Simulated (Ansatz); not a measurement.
GaN in space group P6_222 (No. 180; Ga on 3d, N on 3c), r²SCAN in the plane-wave PAW code Ansatz, all energies at zero smearing, with the estimated change up to a 700 eV cutoff added, with one set of potentials and settings (totals compare only within such a set). Cell of 6 atoms (3 Ga, 3 N): -12526.796 eV.

```
element            reference phase  E (eV/atom)
-------  -------------------------  -----------
Ga       Cmce, 4 atoms in the cell   -3790.2689
N        Pa-3, 8 atoms in the cell    -384.8315
```

Formation energy per atom, worked out: (-12526.796 − 3×(-3790.2689) − 3×(-384.8315))/6 = -0.249 eV/atom (-24 kJ per mol of atoms), at 0 K, without zero-point energy or fitted corrections.

The start of the workflow was typed in or built on a structure type; neither database checked (COD, Materials Project) lists it. It is not the phase usual at ambient conditions (space group No. 186, 216). Symmetry was held in the r²SCAN relaxation; whether a distortion lowers the energy is not shown. The references are the lowest solids computed at this level, not always the standard phases (solids in place of the gases).

Potentials: the later of the program's two PAW sets.
